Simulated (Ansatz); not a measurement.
LaC2:
```
LaC2
1.0
   -2.00942     2.42997     2.71636
    2.00942    -2.42997     2.71636
    2.00942     2.42997    -2.71636
La C
1 2
Direct
  0.00000   0.00000   0.00000
  0.63249   0.50000   0.13249
  0.36751   0.50000   0.86751
```

Relaxed with r²SCAN.

Question: Map the electron localisation function on the plane through (0.000, 0.000, 0.000) spanned by u = [1, 0, 1] and v = [0, 1, 1] in lattice vectors, from DFT-r²SCAN in the program Ansatz with PAW potentials.

Answer: x is the fraction of u, y of v (the angle between them is 90°; rows are the nearest grid lines); atoms in the plane: La at (0.00, 0.00), C at (0.63, 0.50), C at (0.37, 0.50).
```
|  -%@%+.         .+%@%-  |
|  =%@%=           =%@%=  |
|-=#%%#:    ...    :#%%#=-|
|#%%%%=. ..:---:.. .=%%%%#|
|%@%%+:..-=+++++=-..:+%%@%|
|%#*=:.-+*********+-.:=*#%|
|=-:.:=*###########*=:.:-=|
|   .=#@%#*#%%%#*#%@#=.   |
|  .=%@@%+-+%@%+-+%@@%=.  |
|  :#@@@%: -%@%- :%@@@#:  |
|  -%@@@#. :%@%: .#@@@%-  |
|  :#@@@%: -%@%- :%@@@#:  |
|  .=%@@%+-+%@%+-+%@@%=.  |
|   .=#@%#*#%%%#*#%@#=.   |
|=-:.:=*###########*=:.:-=|
|%#*=:.-+*********+-.:=*#%|
|%@%%+:..-=+++++=-..:+%%@%|
|#%%%%=. ..:---:.. .=%%%%#|
|-=#%%#:    ...    :#%%#=-|
|  =%@%=           =%@%=  |
|  -%@%+.         .+%@%-  |
```
Scale: ten equal steps from 0.001 (start of ' ') to 0.933 (end of '@'), in the order ' .:-=+*#%@'; x runs from 0.000 to 1.00, y from 0.000 (bottom) to 1.00 (top).

The density is the valence pseudo-density with augmentation charge, so density and ELF within about 1 Å of a nucleus are not all-electron values.

Space group Immm. The workflow started from a Materials Project entry (that database holds measured and hypothetical structures alike); the Crystallography Open Database copy checked does not list it. COD files the formula under space group No. 139. Its standing as an ambient phase is unchecked. The r²SCAN relaxation kept the symmetry of its start; whether a distortion lowers the energy is not shown. Spin–orbit coupling is left out wherever it is not named.

Potentials: the later of the program's two PAW sets.
